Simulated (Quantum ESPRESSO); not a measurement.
For atom 8 (O) of C₄SO₇ in R3, PBE PAW (JTH datasets; density from pw.x of a modified build of Quantum ESPRESSO, gradients reconstructed from it by a script) gives this field-gradient tensor in Cartesian axes (atomic units, 1 a.u. = 9.7174×10²¹ V/m²):

```
-0.0331   0.3719  -0.3132
 0.3719   0.0694  -0.3835
-0.3132  -0.3835  -0.0363
```

The cell was made here from a computed Materials Project entry: one of 8 O replaced by S, cell and atoms relaxed (PBE without dispersion, pw.x of Quantum ESPRESSO, symmetry kept). The parent is CO2 in Pa-3; whether this form has been observed was not checked. The swapped cell is a model, not a known phase. Stability against distortions was not tested.  Cores are frozen. Against all-electron runs on small test molecules, this scheme's |Vzz| missed by +9 % on C, −3 % on S, −2 to +6 % on O.

**Question.** Find the principal values, η_Q, |C_Q|, ν_Q and P_Q for ¹⁷O (I = 5/2, |Q| = 0.0256 barn), and the second-order MAS shift at 11.7 T.

**Answer.** Eigenvalues (principal values) by size: Vxx = -0.3457, Vyy = -0.3726, Vzz = 0.7183 a.u. (they sum to zero).
η_Q = (Vxx − Vyy)/Vzz = 0.04.
|C_Q| = 234.96 MHz × |Q|/barn × |Vzz|/a.u. = 234.96 × 0.0256 × 0.7183 = 4.32 MHz.
Quadrupole frequency ν_Q = 3C_Q/[2I(2I − 1)] = 0.648 MHz, and P_Q = C_Q(1 + η²/3)^½ = 4.32 MHz.
At 11.7 T the Larmor frequency is ν0 = 67.6 MHz, and the second-order shift of the central transition's centre of gravity under MAS is −(3/40)(P_Q/ν0)²[I(I + 1) − 3/4]/[I²(2I − 1)²] × 10⁶ = -24.6 ppm.
